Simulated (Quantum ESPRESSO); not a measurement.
# Mo3HfRu2TiSn: finding a planted mistake in a log

Simulated, not a measurement. The program is pw.x of Quantum ESPRESSO 7.5 (plane-wave density functional theory). The cell is made up: eight metal atoms on a face-centred cubic lattice, with elements, volume, strain and displacements drawn at random and not relaxed, so it may be unstable or far from any real phase. PseudoDojo standard norm-conserving files set the functional (PBE unless stated); there is no spin polarisation or spin-orbit coupling, the Fermi-Dirac width of 0.25 eV means electrons at about 2900 K, and the masses in the input are unused placeholders. The tin pseudopotential is less sure than most, with forces differing by about three percent from a second method on plain tin. Heavy elements are run without spin-orbit coupling, which real alloys of them have. A spin test at this wide smearing found no moment, but such smearing suppresses magnetism that the real alloy may have.

Intended input:

```
&control calculation='scf', pseudo_dir='./dojo.nc.sr.pbe.v0_5.standard.upf', outdir='./o', disk_io='minimal', tprnfor=.true., tstress=.true. /
&system ibrav=0, nat=8, ntyp=5, nbnd=73, ecutwfc=84.00895049, nosym=.true., tot_charge=0,
 occupations='smearing', smearing='fd', degauss=0.0183746611
/
&electrons conv_thr=1.470e-08, electron_maxstep=70, mixing_beta=0.5 /
ATOMIC_SPECIES
Hf 1.0 Hf.upf
Mo 1.0 Mo.upf
Ru 1.0 Ru.upf
Sn 1.0 Sn.upf
Ti 1.0 Ti.upf
CELL_PARAMETERS angstrom
0.0033 -2.0235 -2.0767
0.0262 4.128 -4.2345
8.3767 0.0195 -0.0329
ATOMIC_POSITIONS angstrom
Mo -0.055 -0.2309 -0.022
Hf 4.2352 -0.0172 0.1364
Mo 0.0738 1.9531 -2.2158
Ru 4.1294 2.1175 -2.1974
Ti 2.0689 0.0516 -1.9131
Mo 6.1965 0.1494 -2.2482
Sn 2.0777 2.1481 -4.407
Ru 6.4284 2.1051 -4.2127
K_POINTS automatic
8 4 3 1 1 1
```

The log is shortened where brackets say so; the opening notice, blank lines, dates and the lines on written files are dropped, and the path of the files is cut. It prints rydbergs, bohrs and kilobars, and counts compression as positive stress. Its total energy is the free energy E - TS of the whole cell.

Log of the intended run:

```
     Program PWSCF v.7.5
     Parallel version (MPI & OpenMP), running on       4 processor cores
     Number of MPI processes:                 4
     Threads/MPI process:                     1
     [start-up lines left out]
     bravais-lattice index     =            0
     lattice parameter (alat)  =       5.4793  a.u.
     unit-cell volume          =     968.9468 (a.u.)^3
     number of atoms/cell      =            8
     number of atomic types    =            5
     number of electrons       =       112.00
     number of Kohn-Sham states=           73
     kinetic-energy cutoff     =      84.0090  Ry
     charge density cutoff     =     336.0358  Ry
     scf convergence threshold =      1.5E-08
     mixing beta               =       0.5000
     number of iterations used =            8  plain     mixing
     Exchange-correlation= PBE
                           (   1   4   3   4   0   0   0)
     [axes and pseudopotential details left out]
   Cartesian axes
     site n.     atom                  positions (alat units)
         1        Mo     tau(   1) = (  -0.0189686  -0.0796337  -0.0075874  )
         2        Hf     tau(   2) = (   1.4606530  -0.0059320   0.0470422  )
         3        Mo     tau(   3) = (   0.0254524   0.6735931  -0.7641941  )
         4        Ru     tau(   4) = (   1.4241642   0.7302920  -0.7578482  )
         5        Ti     tau(   5) = (   0.7135306   0.0177960  -0.6597977  )
         6        Mo     tau(   6) = (   2.1370741   0.0515257  -0.7753683  )
         7        Sn     tau(   7) = (   0.7165656   0.7408454  -1.5199040  )
         8        Ru     tau(   8) = (   2.2170527   0.7260154  -1.4528931  )
     number of k points=    48  Fermi-Dirac smearing, width (Ry)=  0.0184
                       cart. coord. in units 2pi/alat
        k(    1) = (   0.0573540  -0.0009927  -0.0862052), wk =   0.0416667
        k(    2) = (  -0.1734119  -0.0004483  -0.0871023), wk =   0.0416667
     [further k points left out]
     Dense  grid:   100709 G-vectors     FFT dimensions: (  32,  72,  96)
     Estimated max dynamical RAM per process >     357.12 MB
     Estimated total dynamical RAM >       1.32 GB
     Initial potential from superposition of free atoms
     starting charge     111.9892, renormalised to     112.0000
     Starting wfcs are   79 randomized atomic wfcs
     total cpu time spent up to now is        8.8 secs
     per-process dynamical memory:   265.8 Mb
     Self-consistent Calculation
     iteration #  1     ecut=    84.01 Ry     beta= 0.50
     Davidson diagonalization with overlap
     ethr =  1.00E-02,  avg # of iterations =  2.3
     total cpu time spent up to now is       26.6 secs
     total energy              =   -1212.53740036 Ry
     estimated scf accuracy    <       4.14558384 Ry
     iteration #  2     ecut=    84.01 Ry     beta= 0.50
     Davidson diagonalization with overlap
     ethr =  3.70E-03,  avg # of iterations =  4.9
     total cpu time spent up to now is       47.7 secs
     total energy              =   -1211.71041542 Ry
     estimated scf accuracy    <      57.76555169 Ry
     [iterations 3 to 20 left out]
     iteration # 21     ecut=    84.01 Ry     beta= 0.50
     Davidson diagonalization with overlap
     ethr =  1.19E-10,  avg # of iterations =  1.0
     total cpu time spent up to now is      318.5 secs
     total energy              =   -1215.05074027 Ry
     estimated scf accuracy    <       0.00000003 Ry
     iteration # 22     ecut=    84.01 Ry     beta= 0.50
     Davidson diagonalization with overlap
     ethr =  2.82E-11,  avg # of iterations =  1.0
     total cpu time spent up to now is      330.3 secs
     End of self-consistent calculation
     [lines on levels left out]
!    total energy              =   -1215.05074027 Ry
     estimated scf accuracy    <          8.5E-09 Ry
     smearing contrib. (-TS)   =      -0.14429454 Ry
     internal energy E=F+TS    =   -1214.90644573 Ry
     The total energy is F=E-TS. E is the sum of the following terms:
     one-electron contribution =    -288.02638539 Ry
     hartree contribution      =     205.36066479 Ry
     xc contribution           =    -219.89355322 Ry
     ewald contribution        =    -912.34717191 Ry
     convergence has been achieved in  22 iterations
     Forces acting on atoms (cartesian axes, Ry/au):
     atom    1 type  2   force =    -0.07232441    0.04960049   -0.02085871
     atom    2 type  1   force =     0.08790896    0.00965648   -0.02517043
     atom    3 type  2   force =    -0.04468335   -0.00407012    0.02487288
     atom    4 type  3   force =     0.02072673   -0.03423126    0.02750004
     atom    5 type  5   force =    -0.00085501    0.05526624   -0.07344874
     atom    6 type  2   force =     0.01819040    0.01716988   -0.01168581
     atom    7 type  4   force =    -0.01218454   -0.07719339    0.08007496
     atom    8 type  3   force =     0.00322122   -0.01619832   -0.00128419
     Total force =     0.208749     Total SCF correction =     0.000453
     Computing stress (Cartesian axis) and pressure
          total   stress  (Ry/bohr**3)                   (kbar)     P=      -77.41
  -0.00072352   0.00001091  -0.00008310         -106.43        1.60      -12.22
   0.00001091  -0.00041483   0.00022567            1.60      -61.02       33.20
  -0.00008310   0.00022567  -0.00044025          -12.22       33.20      -64.76
     init_run     :      8.28s CPU      8.61s WALL (       1 calls)
     electrons    :    314.96s CPU    321.55s WALL (       1 calls)
     forces       :      1.75s CPU      1.75s WALL (       1 calls)
     stress       :      6.14s CPU      6.15s WALL (       1 calls)
     [timing details left out]
     PWSCF        :   5m31.30s CPU   5m38.26s WALL
     JOB DONE.
```

A second run was made from an input with one planted mistake. Its log:

```
     Program PWSCF v.7.5
     Parallel version (MPI & OpenMP), running on       4 processor cores
     Number of MPI processes:                 4
     Threads/MPI process:                     1
     [start-up lines left out]
     bravais-lattice index     =            0
     lattice parameter (alat)  =       5.4793  a.u.
     unit-cell volume          =     968.9468 (a.u.)^3
     number of atoms/cell      =            8
     number of atomic types    =            5
     number of electrons       =       112.00
     number of Kohn-Sham states=           73
     kinetic-energy cutoff     =      84.0090  Ry
     charge density cutoff     =     336.0358  Ry
     scf convergence threshold =      1.5E-08
     mixing beta               =       0.5000
     number of iterations used =            8  plain     mixing
     Exchange-correlation= SLA  PW   NOGX NOGC
                           (   1   4   0   0   0   0   0)
     [axes and pseudopotential details left out]
   Cartesian axes
     site n.     atom                  positions (alat units)
         1        Mo     tau(   1) = (  -0.0189686  -0.0796337  -0.0075874  )
         2        Hf     tau(   2) = (   1.4606530  -0.0059320   0.0470422  )
         3        Mo     tau(   3) = (   0.0254524   0.6735931  -0.7641941  )
         4        Ru     tau(   4) = (   1.4241642   0.7302920  -0.7578482  )
         5        Ti     tau(   5) = (   0.7135306   0.0177960  -0.6597977  )
         6        Mo     tau(   6) = (   2.1370741   0.0515257  -0.7753683  )
         7        Sn     tau(   7) = (   0.7165656   0.7408454  -1.5199040  )
         8        Ru     tau(   8) = (   2.2170527   0.7260154  -1.4528931  )
     number of k points=    48  Fermi-Dirac smearing, width (Ry)=  0.0184
                       cart. coord. in units 2pi/alat
        k(    1) = (   0.0573540  -0.0009927  -0.0862052), wk =   0.0416667
        k(    2) = (  -0.1734119  -0.0004483  -0.0871023), wk =   0.0416667
     [further k points left out]
     Dense  grid:   100709 G-vectors     FFT dimensions: (  32,  72,  96)
     Estimated max dynamical RAM per process >     357.12 MB
     Estimated total dynamical RAM >       1.32 GB
     Initial potential from superposition of free atoms
     starting charge     111.9915, renormalised to     112.0000
     Starting wfcs are   79 randomized atomic wfcs
     total cpu time spent up to now is        7.4 secs
     per-process dynamical memory:   273.4 Mb
     Self-consistent Calculation
     iteration #  1     ecut=    84.01 Ry     beta= 0.50
     Davidson diagonalization with overlap
     ethr =  1.00E-02,  avg # of iterations =  2.3
     total cpu time spent up to now is       22.9 secs
     total energy              =   -1212.83730100 Ry
     estimated scf accuracy    <       4.13494045 Ry
     iteration #  2     ecut=    84.01 Ry     beta= 0.50
     Davidson diagonalization with overlap
     ethr =  3.69E-03,  avg # of iterations =  4.9
     total cpu time spent up to now is       41.1 secs
     total energy              =   -1212.03022743 Ry
     estimated scf accuracy    <      57.45936001 Ry
     [iterations 3 to 21 left out]
     iteration # 22     ecut=    84.01 Ry     beta= 0.50
     Davidson diagonalization with overlap
     ethr =  5.70E-11,  avg # of iterations =  1.0
     total cpu time spent up to now is      327.1 secs
     total energy              =   -1215.34646513 Ry
     estimated scf accuracy    <       0.00000004 Ry
     iteration # 23     ecut=    84.01 Ry     beta= 0.50
     Davidson diagonalization with overlap
     ethr =  3.41E-11,  avg # of iterations =  1.0
     total cpu time spent up to now is      339.6 secs
     End of self-consistent calculation
     [lines on levels left out]
!    total energy              =   -1215.34646512 Ry
     estimated scf accuracy    <          5.9E-09 Ry
     smearing contrib. (-TS)   =      -0.14535385 Ry
     internal energy E=F+TS    =   -1215.20111127 Ry
     The total energy is F=E-TS. E is the sum of the following terms:
     one-electron contribution =    -289.89025733 Ry
     hartree contribution      =     205.09967281 Ry
     xc contribution           =    -218.06335485 Ry
     ewald contribution        =    -912.34717191 Ry
     convergence has been achieved in  23 iterations
     Forces acting on atoms (cartesian axes, Ry/au):
     atom    1 type  2   force =    -0.07213339    0.04018234   -0.01646263
     atom    2 type  1   force =     0.08551908    0.00374274   -0.01698620
     atom    3 type  2   force =    -0.04807145   -0.00301617    0.01990964
     atom    4 type  3   force =     0.02590943   -0.02965497    0.02304857
     atom    5 type  5   force =    -0.00077737    0.05245522   -0.06718080
     atom    6 type  2   force =     0.01366094    0.02061812   -0.01466373
     atom    7 type  4   force =    -0.00978494   -0.06982642    0.07286631
     atom    8 type  3   force =     0.00567771   -0.01450085   -0.00053117
     Total force =     0.195241     Total SCF correction =     0.000222
     Computing stress (Cartesian axis) and pressure
          total   stress  (Ry/bohr**3)                   (kbar)     P=     -182.58
  -0.00143640   0.00001486  -0.00008060         -211.30        2.19      -11.86
   0.00001486  -0.00113605   0.00021816            2.19     -167.12       32.09
  -0.00008060   0.00021816  -0.00115100          -11.86       32.09     -169.32
     init_run     :      6.59s CPU      6.82s WALL (       1 calls)
     electrons    :    325.21s CPU    332.20s WALL (       1 calls)
     forces       :      2.23s CPU      2.24s WALL (       1 calls)
     stress       :      7.58s CPU      7.58s WALL (       1 calls)
     [timing details left out]
     PWSCF        :   5m42.18s CPU   5m49.51s WALL
     JOB DONE.
```

Question: the log repeats what the program read. Compare it with the intended run: what was wrong in the second input?

Answer: the files are those of another functional. The input lines that differ:

```
- &control calculation='scf', pseudo_dir='./dojo.nc.sr.pbe.v0_5.standard.upf', outdir='./o', disk_io='minimal', tprnfor=.true., tstress=.true. /
+ &control calculation='scf', pseudo_dir='./dojo.nc.sr.lda.v0_4_1.standard.upf', outdir='./o', disk_io='minimal', tprnfor=.true., tstress=.true. /
```

```
                                            intended run  run with the mistake
                          free energy (eV)    -16531.608            -16535.631
         entropy term -TS, part of it (eV)        -1.963                -1.978
                            pressure (GPa)         -7.74                -18.26
size of the largest force component (eV/Å)         2.260                 2.199
largest change of a force component (eV/Å)                               0.242
                                iterations            22                    23
```

For scale, a rerun of the intended cell at a higher cutoff and on a denser mesh moved values by no more than 0.005 eV in energy, 0.05 GPa in stress and 0.007 eV/Å in force, and a second program with other atomic files agreed on that cell to 2 % rms in force and 0.5 GPa in pressure. Files of another functional or element have another zero of energy, so the energy change says nothing on stability.